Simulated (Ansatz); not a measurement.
Input:

Relaxed Sb (A7 type, space group R-3m):

```
Sb
1.0
    2.16397     1.24937     3.78144
   -2.16397     1.24937     3.78144
    0.00000    -2.49874     3.78144
Sb
2
Direct
  0.23324   0.23324   0.23324
  0.76676   0.76676   0.76676
```

In this cell atom 1 (Sb, nearest neighbour Sb at 2.920 Å; its periodic images, 4.3 Å or more away, move with it) is moved by u·(1.000, 0.000, 0.000) + v·(0.000, 0.000, 1.000); the rest is frozen.

The numbers are results of r2SCAN+rVV10 (plane waves to 500 eV, PAW, scalar-relativistic; Ansatz, a program for electronic structure), not measurements. k mesh 11×11×11 (Γ-centred), Fermi-Dirac smearing 0.05 eV. Energies are smeared free energies. With partly filled bands, energies and forces of such displacements shift with the k mesh and the smearing. Sb was relaxed with its symmetry unable to fall. Spin-orbit coupling is left out, though Sb is heavy. The zero of ΔE is the undisplaced structure. Axes are in Å.

The scan covers u from -0.440 to 0.440 Å in 5 points and v from -0.440 to 0.440 Å in 5 points.

Problem. In which direction of the plane is the atom held most weakly?

Solution. Along u.

Problem. What are the two principal curvatures of the energy at the centre?

Solution. 2.4 and 5.1 eV/Å².

(For displaced atoms, the force is minus the slope of the energy, and its curvature is a force constant, which sets phonon frequencies.)
